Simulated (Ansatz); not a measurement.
SiO₂ (alpha-cristobalite type, space group P4_12_12)

```yaml
crystal:
  lattice:
    - [5.03096, 0.00000, 0.00000]
    - [0.00000, 5.03096, 0.00000]
    - [0.00000, 0.00000, 7.01444]
  atoms:
    - { symbol: Si, position: [0.29764, 0.29764, 0.50000] }
    - { symbol: Si, position: [0.79764, 0.20236, 0.25000] }
    - { symbol: Si, position: [0.20236, 0.79764, 0.75000] }
    - { symbol: Si, position: [0.70236, 0.70236, 0.00000] }
    - { symbol: O, position: [0.23975, 0.10103, 0.67790] }
    - { symbol: O, position: [0.73975, 0.39897, 0.07210] }
    - { symbol: O, position: [0.26025, 0.60103, 0.57210] }
    - { symbol: O, position: [0.76025, 0.89897, 0.17790] }
    - { symbol: O, position: [0.89897, 0.76025, 0.82210] }
    - { symbol: O, position: [0.39897, 0.73975, 0.92790] }
    - { symbol: O, position: [0.60103, 0.26025, 0.42790] }
    - { symbol: O, position: [0.10103, 0.23975, 0.32210] }
```

Equation-of-state scan: isotropic scaling of the cell above, V₀ being its volume. The atoms relax within the cell's symmetry.

Method: PBEsol (plane waves to 420 eV, PAW, scalar-relativistic; Ansatz, a quantum-chemistry and plane-wave program). k mesh 6×6×4 (Γ-centred), Fermi-Dirac smearing 0.05 eV. E stands for the smeared free energy. Stress and pressure are positive under compression. With the shape held, the modulus is that of even scaling; a crystal free to change shape is softer. SiO2 was relaxed with its symmetry unable to fall. The zero of ΔE is the relaxed starting cell.

```
V (Å³/atom)  ΔE (meV/atom)
-----------  -------------
12.428                20.8
12.901                12.5
13.375                 6.6
13.848                 2.8
14.322                 0.7
14.795                 0.0
15.268                 0.6
15.742                 2.3
16.215            withheld
16.689                 9.0
17.162                13.8
```

Task: Fit a third-order Birch-Murnaghan form (E₀, V₀, B₀, B₀′ free) to the given rows and predict ΔE at V = 16.215.

Result: Least squares on the 10 given rows: ΔE = E₀ + (9V₀B₀/16)·y²·[2 + (B₀′ − 4)y], y = (V₀/V)^(2/3) − 1, with V₀ = 14.786 Å³/atom, B₀ = 14.17 GPa (160.2 GPa = 1 eV/Å³; the term in eV is multiplied by 1000), B₀′ = 3.00, E₀ = -0.09 meV/atom; root-mean-square residual 0.09 meV/atom. At 16.215 the fit gives 5.3 meV/atom; the calculation gives 5.2 meV/atom, so the interpolation is off by 0.1 (+1.9 %). For the pressure the fit gives -1.14 GPa against the computed -1.14 GPa.

(Under strain, the slope of the energy per volume gives the stress and its curvature an elastic modulus.)
